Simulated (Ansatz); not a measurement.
Starting cell, C (diamond):

```yaml
crystal:
  lattice:
    - [0.00000, 1.78579, 1.78579]
    - [1.78579, 0.00000, 1.78579]
    - [1.78579, 1.78579, 0.00000]
  atoms:
    - { symbol: C, position: [0.00000, 0.00000, 0.00000] }
    - { symbol: C, position: [0.25000, 0.25000, 0.25000] }
```

Two-dimensional scan of atom 2 (C, nearest neighbour C at 1.547 Å; its periodic images, 2.5 Å or more away, move with it): u runs along (1.000, 0.000, 0.000), v along (0.000, 1.000, 0.000) (Cartesian). Cell and other atoms are fixed.

These are PBE (plane waves to 420 eV, PAW, scalar-relativistic; Ansatz, a quantum-chemistry and plane-wave program) values and carry that method's errors. k mesh 13×13×13 (Γ-centred), Fermi-Dirac smearing 0.05 eV. Energies are smeared free energies. Compression counts positive. As the smearing reaches across the gap at some points, energies and forces of such displacements shift with the k mesh and the smearing. C was relaxed with its symmetry unable to fall. ΔE is measured from the undisplaced structure. Axes are in Å.

ΔE (eV/cell), with u across and v down:

```csv
v \ u,-0.390,-0.260,-0.130,0.000,0.130,0.260,0.390
-0.390,4.601,3.399,2.592,2.305,2.592,3.399,4.601
-0.260,3.399,2.271,1.451,1.146,1.451,2.271,3.399
-0.130,2.592,1.451,0.612,0.305,0.612,1.451,2.592
0.000,2.305,1.146,0.305,0.000,0.305,1.146,2.305
0.130,2.592,1.451,0.612,0.305,0.612,1.451,2.592
0.260,3.399,2.271,1.451,1.146,1.451,2.271,3.399
0.390,4.601,3.399,2.592,2.305,2.592,3.399,4.601
```

P (GPa), with u across and v down:

```csv
v \ u,-0.390,-0.260,-0.130,0.000,0.130,0.260,0.390
-0.390,112.5,78.0,54.6,46.5,54.6,78.0,112.5
-0.260,78.0,48.8,29.1,22.1,29.1,48.8,78.0
-0.130,54.6,29.1,11.8,5.8,11.8,29.1,54.6
0.000,46.5,22.1,5.8,0.0,5.8,22.1,46.5
0.130,54.6,29.1,11.8,5.8,11.8,29.1,54.6
0.260,78.0,48.8,29.1,22.1,29.1,48.8,78.0
0.390,112.5,78.0,54.6,46.5,54.6,78.0,112.5
```

Key numbers:

```
Property                                                                                                                                                                                            Value
-----------------------------------------------------------------------------  --------------------------------------------------------------------------------------------------------------------------
Principal force constants in the plane (five-point differences of the forces)                                                                                                       36.9 eV/Å², isotropic
Centre of the map                                                                                                                                                                               a minimum
Lowest place on the grid                                                                                                                                            u = 0.000 Å, v = 0.000 Å (0 meV/cell)
Highest place on the grid, met at several equal points                         u = -0.390 Å, v = -0.390 Å; u = 0.390 Å, v = -0.390 Å; u = -0.390 Å, v = 0.390 Å; u = 0.390 Å, v = 0.390 Å (4601 meV/cell)
```

The 49 points together took very roughly 6 core-minutes.

(A displaced cell: forces are minus the slopes of the energy, force constants its curvatures, and phonons follow from these.)
